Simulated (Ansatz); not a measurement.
A geometry of TiAl3 away from equilibrium: step 2 of the relaxation of a relaxed TiAl3 cell, doubled along one cell vector, shaken by Gaussian noise of σ = 0.08 Å a coordinate. Level of theory: PBEsol (plane waves to 420 eV, PAW, scalar-relativistic; Ansatz, a program for electronic structure). Γ-centred k-mesh 4×8×8 on the run's cell (coarser than for final values), Fermi–Dirac smearing 0.05 eV. The plane waves were selected for a different cell earlier on the path.

```
TiAl3
1.0
    7.77644     0.04564    -0.03182
    0.02282     3.91338    -0.00999
   -0.01591    -0.00999     3.93762
Al Ti
6 2
Direct
  0.00545   0.49685   0.50786
  0.50035   0.50322   0.49697
  0.24762   0.50298   0.99628
  0.75508   0.49761   0.99989
  0.24942   0.00275   0.49653
  0.75447   0.99604   0.50261
  0.01145   0.99952   0.01017
  0.50209   0.00284   0.99891
```

**Question.** What forces act on the atoms (eV/Å)?

**Answer.** 
| atom | Fx | Fy | Fz |
|---|---|---|---|
| Al1 | -0.24 | 0.10 | -0.13 |
| Al2 | 0.15 | -0.06 | 0.07 |
| Al3 | 0.56 | -0.06 | 0.14 |
| Al4 | -0.04 | 0.04 | 0.08 |
| Al5 | 0.42 | -0.05 | 0.19 |
| Al6 | 0.01 | 0.09 | 0.00 |
| Ti7 | -0.76 | 0.01 | -0.33 |
| Ti8 | -0.11 | -0.06 | -0.02 |

The path ends in Pm-3m (No. 221) (Cu3Au type). No spin polarisation in the result.

The first start was generated by placing the elements on the sites of a structure type. Materials Project lists a structure of TiAl3 in the same space group, Pm-3m (No. 221); the sites were not compared with it, nor with measured phases. Known forms of TiAl3 include space group No. 139.
